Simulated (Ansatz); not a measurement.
Relaxed-ion elastic tensor of SnS in space group Pnma (No. 62; S on 4c, Sn on 4c) in GPa (Voigt order), the program Ansatz at the LDA level (PAW); density 5.51 g/cm³, 22.73 Å³ per atom.

```csv
,1,2,3,4,5,6
1,79.6,23.5,28.1,0.0,0.0,0.0
2,23.5,97.5,42.4,0.0,0.0,0.0
3,28.1,42.4,52.2,0.0,0.0,0.0
4,0.0,0.0,0.0,49.6,0.0,0.0
5,0.0,0.0,0.0,0.0,26.8,0.0
6,0.0,0.0,0.0,0.0,0.0,27.5
```

**Question.** Is the crystal mechanically stable?

**Answer.** Yes: the smallest eigenvalue of C is 23.5 GPa.

**Question.** Work out the Voigt, Reuss and Hill averages.

**Answer.** K_V = 46.4, K_R = 43.5, K_H = 44.9; G_V = 29.8, G_R = 23.9, G_H = 26.9 GPa.

**Question.** Give Young's modulus, Poisson's ratio, Pugh's ratio and the universal anisotropy index.

**Answer.** E = 9KG/(3K + G) = 67.2 GPa; ν = 0.25; K/G = 1.67 (near the Pugh limit of 1.75, no verdict); A_U = 5G_V/G_R + K_V/K_R − 6 = 1.30.

**Question.** Estimate the sound speeds and the Debye temperature.

**Answer.** v_l = √((K + 4G/3)/ρ) = 3830 m/s, v_t = √(G/ρ) = 2210 m/s, mean 2450 m/s; Θ = (h/k)(3n/4πV)^(1/3) v_m = 258 K.

**Question.** Solve the Christoffel equation for the three sound speeds along x, y, z.

**Answer.** Eigenvalues of C_ijkl n_j n_l equal ρv². In km/s, slowest first: x 2.21, 2.24, 3.80; y 2.24, 3.00, 4.21; z 2.21, 3.00, 3.08.

**Question.** How much does each axis shrink under pressure?

**Answer.** Linear compressibilities β_i = Σ_j S_ij (j = 1 to 3): x 7.1, y 2.9, z 13 per TPa.

The cell was relaxed with LDA under the symmetry of its start; of distortions, only those at the zone centre were tested. A crystal of weakly bound layers computed without a dispersion correction: the cell and the soft elastic constants depend strongly on that. Scalar-relativistic: spin–orbit coupling is off unless named, which matters more the heavier the elements.

Potentials: the later of the program's two PAW sets.
